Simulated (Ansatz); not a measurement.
A vibration from a frozen displacement in TaTlO3

The calculation used DFT PBEsol, scalar-relativistic, plane waves, PAW (Ansatz 0.2.0). Settings: plane waves to 420 eV, k-mesh 8×8×8 (Γ-centred), Gaussian smearing 0.05 eV. Spin–orbit coupling is left out, which matters for the heavy elements here. No spin polarisation. Energies are free energies at this smearing, counted from the undisturbed cell; pressure is positive in compression.

Zero of the scan (as given, not relaxed at this level; it stands at -6.9 GPa, and it needn't be the usual structure):

```yaml
crystal:
  lattice:
    - [4.08285, 0.00000, 0.00000]
    - [0.00000, 4.08285, 0.00000]
    - [0.00000, 0.00000, 4.08285]
  atoms:
    - { symbol: Ta, position: [0.50000, 0.50000, 0.50000] }
    - { symbol: Tl, position: [0.00000, 0.00000, 0.00000] }
    - { symbol: O, position: [0.50000, 0.50000, 0.00000] }
    - { symbol: O, position: [0.50000, 0.00000, 0.50000] }
    - { symbol: O, position: [0.00000, 0.50000, 0.50000] }
```

Every Tl atom is moved by x along the Cartesian unit vector (1.000, 0.000, 0.000); the cell and all other atoms stay fixed. The cell's volume is 68.06 Å³; the moved atoms weigh 204.380 u together and the others 228.945 u. Some rows repeat others by symmetry and weren't run.

```
  x (Å)  ΔE (meV/cell) total force on the moved atoms along the move (eV/Å) pressure (GPa)
-0.2000          68.78                                                0.7020         -6.2839
-0.1750          52.40                                                0.6085         -6.4283
-0.1500          38.34                                                0.5172         -6.5530
-0.1250          26.53                                                0.4280         -6.6582
-0.1000          16.93                                                0.3403         -6.7442
-0.0750           9.50                                                0.2541         -6.8108
-0.0500           4.21                                                0.1688         -6.8584
-0.0250           1.05                                                0.0842         -6.8869
 0.0000           0.00                                                0.0000         -6.8965
 0.0250           1.05                                               -0.0842         -6.8869
 0.0500           4.21                                               -0.1688         -6.8584
 0.0750           9.50                                               -0.2541         -6.8108
 0.1000          16.93                                               -0.3403         -6.7442
 0.1250          26.53                                               -0.4280         -6.6582
 0.1500          38.34                                               -0.5172         -6.5530
 0.1750          52.40                                               -0.6085         -6.4283
 0.2000          68.78                                               -0.7020         -6.2839
```

Question: What frequency belongs to this motion?

Answer: The force constant is k = −dF/dx = 3.368 eV/Å², from the parabola through x = -0.0250, 0 and 0.0250. In every cell the moved atoms swing against the rest, so the mass is μ = m₁m₂/(m₁ + m₂) = 107.983 u, and ν̃ = 521.5 cm⁻¹ × √(|k|/μ) = 92 cm⁻¹, at this cell's pressure of -6.9 GPa. The pattern needn't be a normal mode: ν̃² is then a weighted mean of the squared nonzero frequencies at the zone centre of this cell, taken without macroscopic field, so it lies between the lowest and the highest of them.

Question: How far does the harmonic law reach?

Answer: At x = -0.200 Å, kx²/2 = 67.36 meV against the computed 68.78 meV (+2.1 %): the well is still close to harmonic there.

Question: The pressure changes with x². What does that say about the frequency under compression?

Answer: With E = k(V)x²/2, k ∝ V^(−2γ) and x scaling with the cell as V^(1/3), P − P0 = −∂E/∂V = (2γ − 2/3) ΔE/V. At x = 0.0500 Å, V(P − P0) = 68.06 × 0.03810 / 160.2 eV = 16.18 meV and ΔE = 4.21 meV, so γ = 1/3 + V(P − P0)/(2ΔE) = 2.25. This is the Grüneisen parameter of the motion under uniform scaling of the cell: shrinking the cell evenly by 1 % in volume raises the frequency by about 2.25 %.

Many cubic perovskites lower their energy by tilts or polar distortions; a scan of this one displacement doesn't rule them out.